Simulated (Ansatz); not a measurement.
CrGe2 (fluorite or antifluorite type, Fm-3m), DFT-PBE in the program Ansatz with PAW potentials, all energies at zero smearing, with the estimated change up to a 700 eV cutoff added, with one set of potentials and settings (totals compare only within such a set). Cell of 3 atoms (1 Cr, 2 Ge): -11967.014 eV.

```tsv
element	reference phase	E (eV/atom)
Cr	Im-3m, 2 atoms in the cell, spin-polarised	-3377.7530
Ge	Fd-3m, 2 atoms in the cell	-4294.9847
```

Formation energy per atom, worked out: (-11967.014 − 1×(-3377.7530) − 2×(-4294.9847))/3 = 0.236 eV/atom (23 kJ per mol of atoms), at 0 K, without zero-point energy or fitted corrections.

The cell is a constructed one: a structure type filled with these elements; neither database checked (COD, Materials Project) lists it. Whether it is the stable phase at ambient conditions was not checked. Symmetry was held in the PBE relaxation; its stability against distortions is not shown here. Spin order of the final state: ferromagnetic, chosen from 3 collinear starts compared on coarse meshes (ties went to the first, and starts can fall back to one state), not a proven ground state. The references are the lowest solids computed at this level, not always the standard phases.

Potentials: the later of the program's two PAW sets.
